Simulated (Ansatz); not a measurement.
# Zone-centre modes in Si2W3

These are results of DFT PBE, scalar-relativistic, plane waves, PAW (Ansatz 0.2.0), not measurements. Cutoff 420 eV, Γ-centred 6×6×12 k-points, Gaussian smearing of 0.15 eV. Spin–orbit coupling is left out, which can shift energies with elements as heavy as these. No spin polarisation.

Zero of the scan (relaxed at this level; it needn't be the usual structure):

```
Si W
1.0
     6.63003    0.00000    0.00000
     0.00000    6.63003    0.00000
     0.00000    0.00000    3.31232
Si W
4 6
Direct
  0.13423 0.63423 0.00000
  0.86577 0.36577 0.00000
  0.63423 0.86577 0.00000
  0.36577 0.13423 0.00000
  0.50000 0.50000 0.00000
  0.00000 0.00000 0.00000
  0.65951 0.15951 0.50000
  0.34049 0.84049 0.50000
  0.15951 0.34049 0.50000
  0.84049 0.65951 0.50000
```

Harmonic modes by finite displacements of 0.02 Å, without the LO–TO term.

Problem. At this geometry, is the structure stable against these modes?

Solution. Yes: no mode is imaginary beyond 10 cm⁻¹, and only the three translations lie near zero.

Problem. List the wavenumbers in cm⁻¹.

Solution. 0, 0, 0, 33, 36, 36, 84, 101, 105, 107, 118, 118, 125, 125, 130, 141, 141, 148, 348, 348, 355, 355, 363, 366, 371, 375, 401, 401, 418, 470.

Cost: 1 run of about 21 core-minutes, on Intel Xeon Processor @ 2.50GHz (Skylake/Cascade Lake) (shared hosts).